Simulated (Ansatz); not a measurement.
A geometry of Pb away from equilibrium: step 2 of the relaxation of a generated cell, Pb placed in the trigonal-Se structure type. Level of theory: PBEsol (plane waves to 420 eV, PAW, scalar-relativistic; Ansatz, a program for electronic structure). Γ-centred k-mesh 7×7×5 on the run's cell (coarser than for final values), Fermi–Dirac smearing 0.05 eV. The plane waves were selected for a different cell earlier on the path.

```yaml
crystal:
  lattice:
    - [5.31437, 0.00000, 0.00000]
    - [-2.65719, 4.60238, 0.00000]
    - [0.00000, 0.00000, 5.96181]
  atoms:
    - { symbol: Pb, position: [0.24963, 0.00000, 0.83333] }
    - { symbol: Pb, position: [0.00000, 0.24963, 0.16667] }
    - { symbol: Pb, position: [0.75037, 0.75037, 0.50000] }
```

Question: What forces act on the atoms (eV/Å)?

Answer: 
| atom | Fx | Fy | Fz |
|---|---|---|---|
| Pb1 | 0.45 | 0.00 | 0.00 |
| Pb2 | -0.23 | 0.39 | 0.00 |
| Pb3 | -0.23 | -0.39 | 0.00 |

The path ends in R-3m (No. 166). No spin polarisation in the result.

The run could not lose the symmetry of its start, so the end can be a saddle point.

The end of the path is a generated cell of Pb: the first start was made by placing the elements on the sites of a structure type, and the end was not matched to a known phase here, so it may be hypothetical. Known forms of Pb include space group No. 225.
